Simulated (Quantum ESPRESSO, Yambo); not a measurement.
## Quasiparticle gap of Rb2NaAlF6

```cif
data_AlF6NaRb2
_chemical_formula_sum 'F6 Na1 Al1 Rb2'
_space_group_name_H-M_alt 'P 1'
_space_group_IT_number 1
_cell_length_a 5.97454
_cell_length_b 5.97454
_cell_length_c 5.97454
_cell_angle_alpha 60.000
_cell_angle_beta 60.000
_cell_angle_gamma 60.000
loop_
_space_group_symop_operation_xyz
  'x, y, z'
loop_
_atom_site_label
_atom_site_type_symbol
_atom_site_fract_x
_atom_site_fract_y
_atom_site_fract_z
_atom_site_occupancy
F1 F 0.78110 0.21890 0.21890 1
F2 F 0.21890 0.78110 0.78110 1
F3 F 0.21890 0.78110 0.21890 1
F4 F 0.78110 0.21890 0.78110 1
F5 F 0.21890 0.21890 0.78110 1
F6 F 0.78110 0.78110 0.21890 1
Na1 Na 0.50000 0.50000 0.50000 1
Al1 Al 0.00000 0.00000 0.00000 1
Rb1 Rb 0.75000 0.75000 0.75000 1
Rb2 Rb 0.25000 0.25000 0.25000 1
```

The geometry is that of Materials Project entry mp-1079583, symmetrised and not relaxed again.

Starting point: norm-conserving LDA (Quantum ESPRESSO, 88 Ry, scalar-relativistic). G0W0 in Yambo: 2×2×2 Γ-centred k mesh, bands 2 to 286 and a 8 Ry block in the screening, 286 bands in G with the Bruneval-Gonze terminator, plasmon pole fitted at 27.2 eV.

The LDA gap along the band path comes out as 6.45 eV. The LDA gap between the mesh's edge points (Γ → Γ) is 6.45 eV and the G0W0 gap between the same points is 10.82 eV.

```csv
k point,band,E LDA (eV),E QP (eV),shift (eV),Z
Γ,VB,0.00,-2.64,-2.64,0.82
Γ,CB,6.45,8.19,1.74,0.90
L,VB,-0.11,-2.76,-2.65,0.82
L,CB,8.51,10.44,1.93,0.89
X,VB,-0.02,-2.65,-2.63,0.82
X,CB,9.02,10.94,1.92,0.89
```

Energies count from the LDA valence-band maximum.

Nearest settings tried, and what they do to the gap: 184 bands in G: +10 meV; 134 bands in W: +117 meV; 1 Ry block (27 vectors against 411): +1550 meV. Not varied: mesh. So the settings aren't converged at that level. The k mesh is coarse.

The structure is a Materials Project entry; no match was found in the copy of COD used, and its stability was not checked.
